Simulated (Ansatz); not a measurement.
SnS:
Space group Cmcm (No. 63); a = 3.681 Å, b = 10.897 Å, c = 5.572 Å, α = 90.00°, β = 90.00°, γ = 90.00°

```json
[
 {"atom": "Sn", "site": "4c", "symmetry": "m2m", "x": "0.0000", "y": "0.1428", "z": "0.2500"},
 {"atom": "S", "site": "4c", "symmetry": "m2m", "x": "0.0000", "y": "0.1931", "z": "0.7500"}
]
```
(The calculation used a cell of 4 atoms; values per cell refer to that cell.)

This is the LDA-relaxed structure.

All from LDA (plane waves, PAW; program Ansatz), unless another level is named. Predict the electron effective mass.

0.29, 0.35, 0.85 mₑ (principal values).

Next, the hole effective mass?

0.72, 1.3, 3.4 mₑ (principal values).

Give the gap with spin–orbit coupling.

none (metallic).

The workflow started from a Materials Project entry (that database holds measured and hypothetical structures alike); the Crystallography Open Database files this formula in space group No. 63, but the cells were not matched. It is not the phase usual at ambient conditions (space group No. 62). The cell was relaxed with LDA under the symmetry of its start; its stability against distortions is not shown here. A crystal of weakly bound layers computed without a dispersion correction: the cell and the soft elastic constants depend strongly on that. Scalar-relativistic: spin–orbit coupling is off unless named, which matters more the heavier the elements.

Potentials: the later of the program's two PAW sets.
